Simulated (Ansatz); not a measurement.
## MoSe: which magnetic state is lowest?

The calculation used DFT r2SCAN, scalar-relativistic, plane waves, PAW in Ansatz 0.2.0.

```
Mo Se
1.0
     0.00000    2.61016    2.61016
     2.61016    0.00000    2.61016
     2.61016    2.61016    0.00000
Mo Se
1 1
Cartesian
  0.0000 0.0000 0.0000
  2.6102 2.6102 2.6102
```

- plane-wave cutoff: 500 eV
- Γ-centred k-mesh: 14×14×14
- occupation rule: Gaussian smearing, 0.1 eV
- list of starting moments (μB, in atom order): 3.5 0
- check for lower electronic states after the SCF: off

All runs keep this geometry, which isn't relaxed for the lowest state (largest force there 0.000 eV/Å, pressure 11.7 GPa) and needn't be a stable compound; relaxing each order would shift the differences by some 50 meV/atom, going by the pressures and a bulk modulus of about 150 GPa. A propagation vector, in units of the reciprocal vectors, doubles the cell, which takes an equally dense mesh. r2SCAN tends to overstate moments in metals, so a weak moment here may be absent in the real material. Site moments are spin moments in atom-centred spheres that scale with the neighbour distance. The states are those that the runs reached from these starts; a lower one can exist.

Q: Starts tried: no spin; large parallel starting moments; antiferromagnetic, doubled cell, propagation vector (0, 1/2, 1/2). Which state comes out lowest, and what are the moments?

A: The lowest state is antiferromagnetic, reached from the start “antiferromagnetic, doubled cell, propagation vector (0, 1/2, 1/2)”, with site moments (μB) Mo +2.12, Mo -2.12.

| start | ends | energy above lowest (meV/atom) | site moments (μB) | gap on mesh (eV) | P (GPa) |
| --- | --- | --- | --- | --- | --- |
| no spin | non-magnetic | 256 | none over 0.05 | metal | -1.4 |
| large parallel starting moments | ferromagnetic | 40.4 | Mo +2.04, Se +0.06 | metal | 10.8 |
| antiferromagnetic, doubled cell, propagation vector (0, 1/2, 1/2) | antiferromagnetic | 0.00 | Mo +2.12, Mo -2.12 | metal | 11.7 |

Cost: 3 runs of about 2.3 core-minutes in all, on Intel Xeon Processor @ 2.70GHz (shared hosts).